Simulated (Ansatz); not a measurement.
MgSe:
```cif
data_MgSe
_chemical_formula_sum 'Se1 Mg1'
_space_group_name_H-M_alt 'P 1'
_space_group_IT_number 1
_cell_length_a 4.20510
_cell_length_b 4.20510
_cell_length_c 4.20510
_cell_angle_alpha 60.000
_cell_angle_beta 60.000
_cell_angle_gamma 60.000
loop_
_space_group_symop_operation_xyz
  'x, y, z'
loop_
_atom_site_label
_atom_site_type_symbol
_atom_site_fract_x
_atom_site_fract_y
_atom_site_fract_z
_atom_site_occupancy
Se1 Se 0.75000 0.75000 0.75000 1
Mg1 Mg 0.00000 0.00000 0.00000 1
```

Relaxed with r²SCAN. Plane-wave PAW r²SCAN (Ansatz code) gives a gap of 3.33 eV.

**Question.** What gap does HSE06 give on the same cell (Ansatz, PAW)?

**Answer.** 3.62 eV, 0.29 eV more. The hybrid was solved on a coarser mesh and at special points; its gap is the smallest among all of these.

```json
[
 {"k": "Γ", "v1 r²SCAN": "0.00", "c1 r²SCAN": "3.33", "v1 HSE06": "0.00", "c1 HSE06": "3.62"},
 {"k": "X", "v1 r²SCAN": "-1.11", "c1 r²SCAN": "3.89", "v1 HSE06": "___", "c1 HSE06": "___"},
 {"k": "L", "v1 r²SCAN": "-0.37", "c1 r²SCAN": "4.92", "v1 HSE06": "___", "c1 HSE06": "___"},
 {"k": "W", "v1 r²SCAN": "-1.39", "c1 r²SCAN": "5.66", "v1 HSE06": "___", "c1 HSE06": "___"},
 {"k": "K", "v1 r²SCAN": "-0.88", "c1 r²SCAN": "4.81", "v1 HSE06": "___", "c1 HSE06": "___"}
]
```

**Question.** Top valence (v1) and lowest conduction level (c1) in eV from each method's valence maximum (which need not be a listed point): supply the withheld HSE06 values.

**Answer.** 
- W, v1 HSE06: -1.49
- W, c1 HSE06: 6.14
- L, v1 HSE06: -0.40
- L, c1 HSE06: 5.24
- K, v1 HSE06: -0.95
- K, c1 HSE06: 5.23
- X, v1 HSE06: -1.20
- X, c1 HSE06: 4.31

Cost on shared cores: the r²SCAN run (SCF on a 8×8×8 mesh, then bands and DOS) about 40 core-seconds (a rough figure), the HSE06 run (SCF on 6×6×6, then a few points) around 110 core-seconds (rough); the tasks are unlike.

Space group F-43m (zinc blende). The cell is a constructed one: a structure type filled with these elements; the Crystallography Open Database copy checked does not list it. COD files the formula under space group No. 225, so this cell is another polymorph or a model. Whether it is the stable phase at ambient conditions was not checked. The r²SCAN relaxation kept the symmetry of its start; whether a distortion lowers the energy is not shown. Scalar-relativistic: spin–orbit coupling is off unless named, which matters more the heavier the elements.

Potentials: the later of the program's two PAW sets.
